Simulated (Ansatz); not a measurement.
Clean, relaxed (100) surface of Ca, space group Fm-3m (No. 225) (top face towards +c; atoms held fixed, by place in the list: 1):

```
CELL_PARAMETERS angstrom
3.85702 0.00000 0.00000
0.00000 3.85702 0.00000
0.00000 0.00000 22.45465
ATOMIC_POSITIONS crystal
Ca 0.50000 0.50000 0.37854
Ca 0.00000 0.00000 0.49638
Ca 0.50000 0.50000 0.61428
```

All numbers below come from DFT PBEsol, scalar-relativistic, plane waves, PAW in Ansatz 0.2.0. Settings: cutoff 420 eV, Γ-centred mesh 8×8×1 on the computed 3-atom cell, Gaussian smearing of 0.10 eV; no spin polarisation. The cell repeats along c with a dipole correction in the vacuum.

The adsorption energy is E(slab + adsorbate) − E(slab) − E(free adsorbate, spin-polarised where open-shell). With the adsorbate the cell is lengthened along c to keep the vacuum.

(1) B (atom) is put at the hollow (Ca-Ca) at (0.00, 0.00) site, one adsorbate per 14.9 Å². What structure does it relax to?

Each end is the local minimum or symmetric point that its start leads to. The slab is only 5.5 Å thick, so the energies aren't converged with thickness.

The adsorbed runs have no spin polarisation, so weakly bound open-shell ends lie too high.

Results:

(1) E_ads = -4.84 eV. Contacts: B–Ca 2.52 Å, B–Ca 2.76 Å.

```
Ca B
1.0
     3.85702    0.00000    0.00000
     0.00000    3.85702    0.00000
     0.00000    0.00000   24.45465
Ca B
3 1
Direct
  0.50000 0.50000 0.34758
  0.00000 0.00000 0.46236
  0.50000 0.50000 0.58165
  0.00000 0.00000 0.56554
```